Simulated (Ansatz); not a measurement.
What internal relaxation does to the elastic constants of C

Computed with DFT LDA, scalar-relativistic, plane waves, PAW in Ansatz 0.2.0. Plane waves to 420 eV; Γ-centred k mesh 18×18×6; Fermi-Dirac smearing of 0.15 eV. No spin polarisation.

Relaxed structure:
```xyz
4
Lattice="1.2228 -2.1167 0.0000 1.2228 2.1167 0.0000 0.0000 0.0000 6.7225" Properties=species:S:1:pos:R:3 pbc="T T T"
C     1.2228    1.7640    5.0419
C     1.2228   -0.3527    1.6806
C     1.2228   -1.7640    1.6806
C     1.2228    0.3527    5.0419
```

In a metal, frequencies and elastic constants depend on the k mesh and the smearing, soft modes and shear constants most. The crystal is built of layers and no dispersion correction was added, so the binding between them is poorly described, and with it their spacing and whatever depends on it.

Clamped-ion constants (GPa, Voigt order; atoms follow the strain homogeneously):
C11 = 1111.1, C12 = 181.5, C13 = 0.2, C22 = 1114.9, C23 = -5.6, C33 = 28.8, C44 = -2.5, C55 = 7.5, C66 = 465.6 GPa; the others vanish.

Task: What are the constants once the atoms relax in each strained cell?

Result:
C11 = 1083.2, C12 = 209.6, C13 = 0.1, C22 = 1086.4, C23 = -5.6, C33 = 28.8, C44 = -2.6, C55 = 7.5, C66 = 437.7 GPa; the others vanish.
The Voigt shear modulus goes from 232.7 to 221.5 GPa and the Voigt bulk modulus doesn't change. Relaxation subtracts ΛᵀK⁻¹Λ/V, with Λ the forces that a strain puts on the atoms and K the zone-centre force constants. At a stable cell this can only lower the diagonal constants, and it acts only for strains that share their symmetry with an optical mode; elsewhere, and where the coupling is weak, the constants hardly move.

This form isn't the element's structure at ambient conditions. The bands only touch here, so at this level the crystal is a zero-gap semiconductor or semimetal, not an ordinary metal.